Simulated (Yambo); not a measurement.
# Lu$_{2}$SeO$_{2}$: sweep of GW parameters

G0W0@PBEsol for Lu₂SeO₂ (space group P-3m1, No. 164) in Yambo. Reference settings: 3×3×2 Γ-centred k mesh, bands 8 to 138 and a 7 Ry block in the screening, 138 bands in G with the Bruneval-Gonze terminator, plasmon pole fitted at 27.2 eV. The PBEsol gap A → Γ on this mesh is 1.84 eV; G0W0 gaps are taken between the same points.

| change from the reference | G0W0 gap A → Γ (eV) | shift of the valence edge (eV) | rough Yambo cost |
|---|---|---|---|
| reference settings | 3.58 | -1.15 | 1 |
| wavefunctions cut at 10 Ry | 3.16 | -0.67 | about 1/4 |
| wavefunctions cut at 30 Ry | 3.64 | -1.06 | about 1/3 |
| exchange cut at 5 Ry | 3.35 | 0.65 | – |
| 67 bands in W, 67 bands in G, 4 Ry block | 3.50 | -0.81 | about 1/4 |
| 52 bands in W, 52 bands in G, 3 Ry block | 3.77 | -0.64 | about 1/4 |
| 67 bands in W, 67 bands in G, 3 Ry block | 3.41 | -0.77 | about 1/3 |
| 88 bands in W, 88 bands in G, 3 Ry block | 3.29 | -0.87 | about 1/2 |
| 113 bands in W, 113 bands in G, 4 Ry block | 3.35 | -0.99 | within a factor of two |
| 67 bands in W, 67 bands in G, 3 Ry block, no terminator | 3.40 | -0.53 | about 1/5 |
| 52 bands in W, 52 bands in G, 3 Ry block, no terminator | 3.79 | -0.29 | about 1/4 |
| 67 bands in W, 67 bands in G, no terminator | 3.60 | -0.51 | about 1/3 |
| 113 bands in W, 113 bands in G, no terminator | 3.56 | -0.90 | within a factor of two |
| no terminator | 3.58 | -1.00 | within a factor of two |
| 3 Ry block, no terminator | 3.21 | -0.89 | within a factor of two |

The reference isn't shown to be the converged limit. Costs are rough (shared machines), scaled to the same edge states, and given only for runs that recompute the screening.

Spin-orbit splittings are left out. The 4f states are in the valence at their DFT position.

The standard potential for Se keeps a d shell in the valence without the s and p states of that shell. In tests on such compounds this moved G0W0 gaps by up to about 0.9 eV, so absolute quasiparticle energies here are unreliable; differences between settings are what counts.

Geometry of the Materials Project entry, not relaxed at this level; primitive cell a = 3.7161 Å, b = 3.7161 Å, c = 6.6468 Å, α = 90.00°, β = 90.00°, γ = 120.00°.

The structure is a Materials Project entry; no match was found in the copy of COD used, and its stability was not checked.

A shift is the quasiparticle energy of the state minus its PBEsol energy.
